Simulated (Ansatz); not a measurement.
Relaxed-ion elastic tensor of AlGa3N4 in space group P-43m (No. 215; Al on 1a, Ga on 3c, N on 4e) in GPa (Voigt order), LDA in the plane-wave PAW code Ansatz; density 5.59 g/cm³, 10.85 Å³ per atom.

```json
[
 {"": "1", "1": "292", "2": "161", "3": "161", "4": "0.0", "5": "0.0", "6": "0.0"},
 {"": "2", "1": "161", "2": "292", "3": "161", "4": "0.0", "5": "0.0", "6": "0.0"},
 {"": "3", "1": "161", "2": "161", "3": "292", "4": "0.0", "5": "0.0", "6": "0.0"},
 {"": "4", "1": "0.0", "2": "0.0", "3": "0.0", "4": "166", "5": "0.0", "6": "0.0"},
 {"": "5", "1": "0.0", "2": "0.0", "3": "0.0", "4": "0.0", "5": "166", "6": "0.0"},
 {"": "6", "1": "0.0", "2": "0.0", "3": "0.0", "4": "0.0", "5": "0.0", "6": "166"}
]
```

**Question.** Is the crystal mechanically stable?

**Answer.** Yes: the smallest eigenvalue of C is 131 GPa.

**Question.** Work out the Voigt, Reuss and Hill averages.

**Answer.** K_V = 204, K_R = 204, K_H = 204; G_V = 125, G_R = 103, G_H = 114 GPa.

**Question.** Give Young's modulus, Poisson's ratio, Pugh's ratio and the universal anisotropy index.

**Answer.** E = 9KG/(3K + G) = 289 GPa; ν = 0.26; K/G = 1.79 (near the Pugh limit of 1.75, no verdict); A_U = 5G_V/G_R + K_V/K_R − 6 = 1.11.

**Question.** Estimate the sound speeds and the Debye temperature.

**Answer.** v_l = √((K + 4G/3)/ρ) = 7980 m/s, v_t = √(G/ρ) = 4520 m/s, mean 5020 m/s; Θ = (h/k)(3n/4πV)^(1/3) v_m = 676 K.

**Question.** Give the Zener ratio and Young's modulus along [100], [110] and [111].

**Answer.** A = 2C44/(C11 − C12) = 2.53; 1/E = S11 − 2(S11 − S12 − S44/2)Γ with Γ = 0, 1/4, 1/3 gives 177, 301, 391 GPa.

**Question.** Solve the Christoffel equation for the three sound speeds along [100], [110], [111].

**Answer.** Eigenvalues of C_ijkl n_j n_l equal ρv² (piezoelectric stiffening left out). In km/s, slowest first: [100] 5.44, 5.44, 7.22; [110] 3.42, 5.44, 8.37; [111] 4.20, 4.20, 8.72.

The first step of the workflow began from a Materials Project structure, measured or hypothetical; the Crystallography Open Database copy checked does not list it. With Al and Ga taken as one species the cell has the higher symmetry F-43m, so it may be an ordered model of a mixed-site phase. Whether it is the stable phase at ambient conditions was not checked. The cell was relaxed with LDA under the symmetry of its start; phonons on a q-mesh show no instability.

Potentials: the later of the program's two PAW sets.
